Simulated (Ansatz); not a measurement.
GeMo$_{2}$N:
```
GeMo2N
1.0
    3.21179     0.00000     0.00000
   -1.60589     2.78149     0.00000
    0.00000     0.00000    12.11170
Ge Mo N
2 4 2
Cartesian
  0.00000   1.85433   9.08377
  1.60589   0.92716   3.02792
  0.00000   1.85433   1.02045
  1.60589   0.92716   7.07629
  1.60589   0.92716  11.09125
  0.00000   1.85433   5.03540
  0.00000   0.00000   0.00000
  0.00000   0.00000   6.05585
```

Relaxed with PBE. Special points in fractions of this cell's reciprocal vectors: Γ (0.000, 0.000, 0.000); M (0.500, 0.000, 0.000); K (0.333, 0.333, 0.000); A (0.000, 0.000, 0.500); L (0.500, 0.000, 0.500); H (0.333, 0.333, 0.500).

Task: List the band energies nearest the Fermi level at these points for plane-wave PAW PBE with spin–orbit coupling (Ansatz code).

Result: In eV from the Fermi level; about four levels below and three above (degenerate sets whole), none deeper than 8.9 eV; points with the same levels are listed once.

```json
[
 {"k": "Γ", "below": "-0.41 -0.41 -0.38 -0.38", "above": "0.59 0.59 0.71 0.71"},
 {"k": "M", "below": "-0.23 -0.23 -0.18 -0.18", "above": "0.39 0.39 0.45 0.45"},
 {"k": "K", "below": "-0.87 -0.87 -0.52 -0.52", "above": "0.43 0.43 1.35 1.35"},
 {"k": "A", "below": "-0.59 -0.59 -0.59 -0.59", "above": "0.66 0.66 0.66 0.66"},
 {"k": "L", "below": "-0.10 -0.10 -0.10 -0.10", "above": "0.00 0.00 0.00 0.00"},
 {"k": "H", "below": "-0.47 -0.47 -0.46 -0.46", "above": "0.85 0.85 0.92 0.92"}
]
```

Space group P6_3/mmc. The start of the workflow was typed in or built on a structure type; neither database checked (COD, Materials Project) lists it. Its standing as an ambient phase is unchecked. The PBE relaxation kept the symmetry of its start; whether a distortion lowers the energy is not shown. The workflow began spin-polarised and lost its moments. The volume moved by 18 % from the start of the relaxation.

Potentials: the earlier of the program's two PAW sets.
